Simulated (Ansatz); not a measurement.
Relaxing a structure of CsPbCl$_{3}$

The start is a randomly generated symmetric cell of CsPbCl3 (space group No. 155). The structure is fully relaxed (lattice and positions, P = 0) with PBE (plane waves to 420 eV, PAW, scalar-relativistic; Ansatz, a first-principles code). First-step values are on the input's coarse k-mesh.

Ansatz input (later rounds restart from its end on a renewed k-mesh):
Ansatz 0.2 input:
```yaml
crystal:
  lattice:
    - [5.4302469, 3.1351545, 4.035666]
    - [-5.4302469, 3.1351545, 4.035666]
    - [0, -6.2703091, 4.035666]
  atoms:
    - { symbol: Cl, position: [0.38153551, 0.61846449, 0] }
    - { symbol: Cl, position: [0, 0.38153551, 0.61846449] }
    - { symbol: Cl, position: [0.61846449, 0, 0.38153551] }
    - { symbol: Cl, position: [0.81784852, 0.18215148, 0.5] }
    - { symbol: Cl, position: [0.5, 0.81784852, 0.18215148] }
    - { symbol: Cl, position: [0.18215148, 0.5, 0.81784852] }
    - { symbol: Cs, position: [0, 0, 0] }
    - { symbol: Cs, position: [0.5, 0.5, 0.5] }
    - { symbol: Pb, position: [0.79941839, 0.79941839, 0.79941839] }
    - { symbol: Pb, position: [0.20058161, 0.20058161, 0.20058161] }
basis: { ecutwfc: 420, ecutrho_ratio: 4, xc_grid: 2, fft_grid_basis: typed }
kpoints: { mp_grid: { grid: [3, 3, 3] } }
hamiltonian:
  xc: pbe
  dispersion: none
  pseudopotentials: { azcp: { folder: ./paw }, kind: paw }
scf: { occupations: { method: fermi_dirac, width: 0.05 } }
relax: { f_tol: 0.01, max_steps: 100, cell: { stress_tol: 0.02 } }
output: { forces: true, stress: true }
```

```yaml
outcome: The space group goes from R32 (No. 155) to R-3c (No. 167), with 10 atoms in the primitive cell
energy_released: about 2.5 eV/atom
volume_change: -10.3 %, from 41.22 to 36.96 Å³/atom
Shortest distances (start → end): "The closest pairs of elements (up to four, under 3.6 Å), start → end: Cl–Cl 2.07 → 4.03 Å; Cs–Pb 2.43 → 4.85 Å; Cl–Pb 3.73 → 2.89 Å; Cl–Cs 3.45 → 3.55 Å"
optimiser_moves: 26
```

It ends as:

```cif
data_Cl18Cs6Pb6
_chemical_formula_sum 'Cl18 Cs6 Pb6'
_space_group_name_H-M_alt 'R-3c :H'
_space_group_IT_number 167
_space_group_name_Hall '-R 3 2"c'
_cell_length_a 8.12342
_cell_length_b 8.12342
_cell_length_c 19.40190
_cell_angle_alpha 90.000
_cell_angle_beta 90.000
_cell_angle_gamma 120.000
loop_
_atom_site_label
_atom_site_type_symbol
_atom_site_symmetry_multiplicity
_atom_site_Wyckoff_symbol
_atom_site_fract_x
_atom_site_fract_y
_atom_site_fract_z
_atom_site_occupancy
Cl1 Cl 18 e 0.56283 0.56283 0.25000 1
Cs1 Cs 6 a 0.00000 0.00000 0.25000 1
Pb1 Pb 6 b 0.00000 0.00000 0.00000 1
```
(The calculation used a cell of 10 atoms; values per cell refer to that cell.)

Final values are on a 5×5×5 k-mesh of the relaxed cell. The start holds a very short contact (Cl–Cl 2.07 Å). No spin polarisation in the result.

The run could not lose the symmetry of its start: the end is stationary, and may be a saddle point rather than a minimum.

The relaxed structure here is a generated cell of CsPbCl3: the first start was made by a random draw of sites in a space group, and the end was not matched to a known phase here, so it may be hypothetical. Known forms of CsPbCl3 include space group No. 221.
